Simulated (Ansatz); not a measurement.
## SrO: energy along a strain

SrO, Fm-3m, a = 5.140 Å (as given, not relaxed at this level: 2.9 GPa). Ansatz: PBE, PAW, 420 eV, Γ-centred 8×8×8 mesh on 2 atoms, Gaussian smearing 0.05 eV; no spin polarisation. Cell vectors (Å): 0.000 2.570 2.570; 2.570 0.000 2.570; 2.570 2.570 0.000. The cell is strained by x per cent times the pattern (0 0 0 0 0 1) in the order xx yy zz yz xz xy (engineering shears), with fractional coordinates held. y is the free energy over the start, V0 = 16.971 Å³/atom. Symmetry makes y even in x.

```tsv
x (%)	y (meV/atom)
-2.00	1.17
-1.00	0.29
0.00	0.00
0.25	0.01
0.50	0.07
0.75	0.16
1.25	0.45
1.50	?
1.75	0.89
```

Fit y = c2 x² + c4 x⁴ to the other rows, get the stiffness along the pattern, and predict the missing energy.

Least squares on the rows shown. y = 0.2855 x² + 0.001741 x⁴. The clamped-ion stiffness p·C·p = 2 × 2.855 eV × 160.2 / 16.971 Å³ = 54 GPa, which is C66 in these axes (C44 of the cubic crystal) (second derivative at the start, which stands under stress). At x = 1.50 the fit asked for gives 0.65 meV/atom. The run gave 0.65 meV/atom, the same to the digits shown.